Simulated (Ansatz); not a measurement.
One crystal and one scan (scan of one atom of the cell) at two levels, PBE (plane waves to 420 eV, PAW, scalar-relativistic; Ansatz, a first-principles code) and r2SCAN (plane waves to 500 eV, PAW, scalar-relativistic; Ansatz), each from its own relaxed cell and on its own mesh. The cell shown is that of PBE.

HfN (rock salt)

```xyz
4
Lattice="0.0000 4.5479 4.5479 2.2739 0.0000 2.2739 2.2739 2.2739 0.0000" Properties=species:S:1:pos:R:3 pbc="T T T"
N      0.0000     0.0000     0.0000
N      0.0000     2.2739     2.2739
Hf     2.2739     2.2739     2.2739
Hf     2.2739     4.5479     4.5479
```

Scan: atom 3 (Hf, nearest neighbour N at 2.274 Å; its periodic images, 3.2 Å or more away, move with it) is displaced towards the nearest neighbour, direction (-1.000, 0.000, 0.000) in Cartesian axes, by s. The other atoms stay.

Energies are smeared free energies. HfN is run without spin polarisation. HfN was relaxed with its symmetry unable to fall. Spin-orbit coupling is left out, though Hf is heavy. With partly filled bands, energies and forces of such displacements shift with the k mesh and the smearing. Percentages come from the unrounded values. Both scans cover s from -0.230 to 0.230 Å.

```
quantity                                                            PBE  r2SCAN     PBE − r2SCAN
----------------------------------------------------------------  -----  ------  ---------------
Lattice constant a (Å)                                            4.548   4.525  +0.023 (+0.5 %)
Energy at s = 0.230 Å (meV/cell)                                    308     316      -8 (-2.3 %)
Force along the line at s = -0.230 Å (eV/Å)                       2.984   3.074  -0.090 (-2.9 %)
Force constant k = d²E/ds² at s = 0 (finite differences) (eV/Å²)  10.45   10.60   -0.15 (-1.4 %)
```

PBE gives the higher value for: lattice constant a. PBE gives the lower value for: energy at s = 0.230 Å; force along the line at s = -0.230 Å. They agree on: force constant k = d²E/ds² at s = 0 (within 1.5 %). Both give the same symmetry of the curve: even: the same for both signs.

ΔE (meV/cell), each from the undisplaced structure of its own level:

```tsv
s (Å)	PBE	r2SCAN
-0.230	308	316
-0.184	189	193
-0.138	103	105
-0.092	45	46
-0.046	11	11
0.000	0	0
0.046	11	11
0.092	45	46
0.138	103	105
0.184	189	193
0.230	308	316
```

(A displaced cell: forces are minus the slopes of the energy, force constants its curvatures, and phonons follow from these.)
